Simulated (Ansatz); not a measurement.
## KAg4Sb2: input and output

Input file of Ansatz 0.2.0:

```yaml
crystal:
  lattice:
    - [4.781821, 0.0, 0.0]
    - [-2.390911, 4.141182, 0.0]
    - [0.0, -2.760785, 8.415901]
  atoms:
    - { symbol: K, position: [0.0, 0.0, 0.0] }
    - { symbol: Ag, position: [0.14193, 0.28386, 0.42579] }
    - { symbol: Ag, position: [0.85807, 0.71614, 0.57421] }
    - { symbol: Ag, position: [0.43502, 0.87004, 0.30506] }
    - { symbol: Ag, position: [0.56498, 0.12996, 0.69494] }
    - { symbol: Sb, position: [0.25457, 0.50914, 0.76371] }
    - { symbol: Sb, position: [0.74543, 0.49086, 0.23629] }
  symmetry: { tolerance: 0.0003 }
kpoints:
  mp_grid: { grid: [8, 8, 8], shift: [0, 0, 0] }
  band_path:
    path:
      - [0.0, 0.0, 0.0]
      - [0.0, 0.0, 0.5]
      - [0.63079569, -0.31539784, 0.5]
      - [0.68460216, -0.36920431, 0.18460216]
      - [0.5, 0.0, 0.0]
      - [0.0, 0.0, 0.0]
      - [0.68460216, -0.34230108, 0.0]
      - [0.65769892, -0.34230108, 0.34230108]
      - [0.5, -0.5, 0.5]
      - [0.0, 0.0, 0.0]
    npoints: 6
magnetization:
  spin_polarized: false
scf:
  occupations: { method: fermi_dirac }
  lower_state_search: "off"
  max_iter: 200
hamiltonian:
  pseudopotentials: { kind: paw }
  xc: pbesol
basis:
  ecutwfc: 420
  fft_grid_basis: typed
output:
  forces: true
  stress: true
  eigenvalues: true
  bader: true
  populations: true
  elf: true
  write_potential: true
  volumetric_format: npy
  dos:
    e_range: [-12, 8]
    de: 0.05
    projected: { site_lists: { Ag: [Ag], K: [K], Sb: [Sb] } }
checkpoint:
  read: saved_state
```

The saved state is an earlier solution for the same cell, perhaps on another mesh. 

Excerpt of what it printed:

```
Warning: crystal.lattice misses the space group found at crystal.symmetry.tolerance 3.0e-4 in a digit that the deck types, which is why this is a warning: making the lattice exact moves one of its numbers by a whole unit of that number's last typed decimal, or more. The operation that it misses by the most changes a squared length by the fraction 1.70e-6.
Pseudopotentials: kind: paw
Pseudopotential: K, paw, valence charge 9, recommended cutoff 420 eV (normal), K.paw.azcp
Pseudopotential: Ag, paw, valence charge 19, recommended cutoff 420 eV (normal), Ag.paw.azcp
Pseudopotential: Sb, paw, valence charge 15, recommended cutoff 420 eV (normal), Sb.paw.azcp
Functional definition: PBEsol
  exchange = pbesol_x
  correlation = pbesol_c
Crystal: 7 atoms, lattice volume = 166.655 Å³
Basis set: ecut = 420 eV, 3251 PW (Γ), exchange–correlation on 64×64×120 points (8 copies of the dense FFT grid, shifted against one another)
Bands: 69, of which v1, the nominal top of the filled ones, is band 58 counted from 1 (57 counted from 0)
Symmetry: 12 space group operations
Space group: R-3m (ITA 166), of the structure as read, at distance tolerance 1.7e-3 Å
k-points: 65 of 512
Initial density: read from a saved state, or passed on in memory by an earlier SCF of this step, an earlier step, the calling program or the single point that the run made first
Functional: x = pbesol(κ = 0.804, μ = 0.1235), c = pbesol(β = 0.046)
Free energy (F): -44421.8478 eV
Harris-Foulkes:  -44421.8478 eV  (|F-HF|=1.22e-8)
Internal energy: -44421.7755 eV  (E = F + TS)
E sigma→0 (E₀):  -44421.8117 eV
Entropy (-TS):   -0.0723 eV (-10.322 meV/atom)
Fermi energy:    11.1244 eV
--- Per-component energies (eV) ---
  E_band       = -1719.3945
  E_kinetic    = 2776.5185
  E_local      = -18047.6338  (includes V_loc(G=0)·N_el)
  E_nonlocal   = 1074.9469
  E_hartree    = 8218.0511
  E_xc         = -1140.9721
  E_vxc        = -1291.5091  (∫ρ·V_xc dr)
  E_paw        = -25102.5465  (= ΣΔE_a)
  E_vpaw       = -2667.8192  (= ΣTr[D̂ρ^β])
  E_aug_tail   = 0.0012  (compensation charges beyond the density's cutoff)
  E_ewald      = -12202.2033
  E_core_change = 2.0626  (= ΣΔE_core)
  E_smearing   = -0.0723  (= −TS)
--- Forces (eV/Å), atoms counted from 1 ---
  atom   1  K      0.0000     0.0000     0.0000
  atom   2  Ag     0.0000     0.0000     0.0396
  atom   3  Ag     0.0000     0.0000    -0.0396
  atom   4  Ag     0.0000     0.0000     0.2516
  atom   5  Ag     0.0000     0.0000    -0.2516
  atom   6  Sb     0.0000     0.0000    -0.6024
  atom   7  Sb     0.0000     0.0000     0.6024
--- Stress (GPa, compression-positive) ---
       -3.9666       0.0000       0.0000
        0.0000      -3.9666       0.0000
        0.0000       0.0000      -0.3421
  P = ⅓ Tr σ = -2.7584 GPa (-27.584 kbar)
--- Löwdin populations: 7 sites ---
  site symbol       q [e]
     0      K      8.3685
     1     Ag     18.6188
     2     Ag     18.6188
     3     Ag     18.6397
     4     Ag     18.6397
     5     Sb     15.7567
     6     Sb     15.7567
  spilling = 0.0052 (of n_electrons = 115.0000)
--- Bader charges: 7 sites ---
  site symbol  charge [e]  shift [e]
     0      K      0.7149     0.0000
     1     Ag     -0.0374     0.0000
     2     Ag     -0.0373     0.0000
     3     Ag     -0.1465     0.0000
     4     Ag     -0.1465     0.0000
     5     Sb     -0.1735     0.0000
     6     Sb     -0.1736     0.0000
```

Origin: a known structure type with other elements, at an estimated volume, so it need not be a known compound.
